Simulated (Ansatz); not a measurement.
GaAs:
```yaml
crystal:
  lattice:
    - [0.00000, 2.83325, 2.83325]
    - [2.83325, 0.00000, 2.83325]
    - [2.83325, 2.83325, 0.00000]
  atoms:
    - { symbol: As, position: [0.75000, 0.75000, 0.75000] }
    - { symbol: Ga, position: [0.00000, 0.00000, 0.00000] }
```

Relaxed with r²SCAN.

**Question.** Map the electron localisation function on the plane through (0.750, 0.750, 0.750) spanned by u = [1, 0, 0] and v = [-1, 1, 1] in lattice vectors, from DFT-r²SCAN in the program Ansatz with PAW potentials.

**Answer.** x is the fraction of u, y of v (the angle between them is 90°; rows are the nearest grid lines); atoms in the plane: As at (0.00, 0.00), Ga at (0.50, 0.25).
```
|312566764323467665213|
|113566653212356665311|
|234566542111245665432|
|666655421000124556666|
|666654210000012456666|
|666543110000011345666|
|554321100000001123455|
|211100000000000001112|
|110000000000000000011|
|000000000000000000000|
|000000001111100000000|
|000000111111111000000|
|000011222333222110000|
|000112222222222211000|
|000122222222222221000|
|111122222212222221111|
|222222221000122222222|
|555543210090012345555|
|666653210000012356666|
|667775321000123577766|
|667787432212234787766|
|234677753222357776432|
|113577764333467775311|
|312566764323467665213|
```
Scale: ten equal steps from -0.045 (start of '0') to 1.00 (end of '9'), in the order '0123456789'; x runs from 0.000 to 1.00, y from 0.000 (bottom) to 1.00 (top).

The density is the valence pseudo-density with augmentation charge, so density and ELF within about 1 Å of a nucleus are not all-electron values.

Space group F-43m (zinc blende). The cell was relaxed with r²SCAN under the symmetry of its start; phonons on a q-mesh show no instability.

Potentials: the later of the program's two PAW sets.
